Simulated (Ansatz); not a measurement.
# Response of Ti to small distortions

```xyz
1
Lattice="0.0000 2.0300 2.0300 2.0300 0.0000 2.0300 2.0300 2.0300 0.0000" Properties=species:S:1:pos:R:3 pbc="T T T"
Ti    0.0000    0.0000    0.0000
```

The conventional cell has a = 4.060 Å, b = 4.060 Å, c = 4.060 Å, α = 90.00°, β = 90.00°, γ = 90.00°. Ti (atom 1) has 12 Ti at 2.87 Å as nearest neighbours.

The geometry is COD entry 1534878, unchecked; take it as a test cell.

Method: DFT, LDA, all-electron LAPW, scalar-relativistic in Ansatz 0.2.0.

The runs use a Γ-centred 15×15×15 k mesh, Fermi–Dirac smearing of 0.05 eV, basis error target 0.25 meV/atom, no spin polarisation.

The unchanged cell is at -4.82 GPa.

In a metal, stresses and small energies carry noise from the k mesh.

x, y and z are the Cartesian axes of the cell as listed; fractional coordinates follow a strain, and an engineering shear is twice the off-diagonal strain component.

Task: One change gave: energy change +3 meV/atom; stress change (xx, yy, zz, yz, xz, xy) 0.01, 0.01, 0.01, -1.00, -1.00, -1.00 GPa, compression positive. Which change was it?
A. equal xy, yz and zx engineering shear strains of -2 %
B. equal xy, yz and zx engineering shear strains of +1 %
C. equal xy, yz and zx engineering shear strains of +3 %
D. equal xy, yz and zx engineering shear strains of -1 %
E. equal xy, yz and zx engineering shear strains of +2 %
F. equal xy, yz and zx engineering shear strains of -3 %

Result: E. For equal xy, yz and zx engineering shear strains of -3 %: energy change +7 meV/atom; stress change (xx, yy, zz, yz, xz, xy) 0.08, 0.08, 0.08, 1.63, 1.63, 1.63 GPa, compression positive. For equal xy, yz and zx engineering shear strains of -1 %: energy change under 1 meV/atom; stress change (xx, yy, zz, yz, xz, xy) 0.01, 0.01, 0.01, 0.50, 0.50, 0.50 GPa, compression positive. For equal xy, yz and zx engineering shear strains of -2 %: energy change +3 meV/atom; stress change (xx, yy, zz, yz, xz, xy) 0.03, 0.03, 0.03, 1.03, 1.03, 1.03 GPa, compression positive. For equal xy, yz and zx engineering shear strains of +1 %: energy change under 1 meV/atom; stress change (xx, yy, zz, yz, xz, xy) 0.00, 0.00, 0.00, -0.49, -0.49, -0.49 GPa, compression positive. For equal xy, yz and zx engineering shear strains of +3 %: energy change +7 meV/atom; stress change (xx, yy, zz, yz, xz, xy) 0.04, 0.04, 0.04, -1.51, -1.51, -1.51 GPa, compression positive.
